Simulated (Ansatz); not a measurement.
Data:

LiBr:
Space group Fm-3m (No. 225); a = b = c = 5.511 Å, α = β = γ = 90.00°

```tsv
atom	site	symmetry	x	y	z
Li	4a	m-3m	0.0000	0.0000	0.0000
Br	4b	m-3m	0.5000	0.5000	0.5000
```
(The calculation used a cell of 2 atoms; values per cell refer to that cell.)

This is the PBE-relaxed structure.

**Question.** All from the program Ansatz at the PBE level (PAW), unless another level is named. Give the electron effective mass.

**Answer.** 0.35 mₑ (isotropic).

**Question.** Give the weight of the valence-edge state by species (Voronoi cells).

**Answer.** Br 92 %, Li 8 %.

**Question.** Predict the weight of the conduction-edge state by species (Voronoi cells).

**Answer.** Li 59 %, Br 41 %.

The cell was relaxed with PBE under the symmetry of its start; phonons on a q-mesh show no instability. Spin–orbit coupling is left out wherever it is not named.

Potentials: the later of the program's two PAW sets.

Edges and masses are those of Kohn–Sham bands, whose gap is no quasiparticle gap.
